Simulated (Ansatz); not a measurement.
## Straining Ca$_{3}$GeN

The calculation used DFT PBEsol, scalar-relativistic, plane waves, PAW (Ansatz). Run with 420 eV cutoff, 8×8×8 k-mesh, Gaussian smearing of 0.10 eV, no spin polarisation.

Starting point, cell and atoms relaxed:

```
CELL_PARAMETERS angstrom
4.75475 0.00000 0.00000
0.00000 4.75475 0.00000
0.00000 0.00000 4.75475
ATOMIC_POSITIONS crystal
Ca 0.00000 0.50000 0.50000
Ca 0.50000 0.00000 0.50000
Ca 0.50000 0.50000 0.00000
Ge 0.00000 0.00000 0.00000
N 0.50000 0.50000 0.50000
```

Deformation: uniaxial strain along c, with the lengths of a and b and the atoms relaxed and the angles held, all within the symmetry that the strain leaves. Energies are extrapolated to zero smearing.

A cell with an odd number of electrons and no spin polarisation is a metal by construction and may be lower with spin.

**Question.** Give the structure at -6.0 %.

**Answer.**
```
CELL_PARAMETERS angstrom
4.83377 0.00000 0.00000
0.00000 4.83377 0.00000
0.00000 0.00000 4.46947
ATOMIC_POSITIONS crystal
Ca 0.00000 0.50000 0.50000
Ca 0.50000 0.00000 0.50000
Ca 0.50000 0.50000 0.00000
Ge 0.00000 0.00000 0.00000
N 0.50000 0.50000 0.50000
```
Space group P4/mmm (123), 26.3 meV/atom over the relaxed crystal.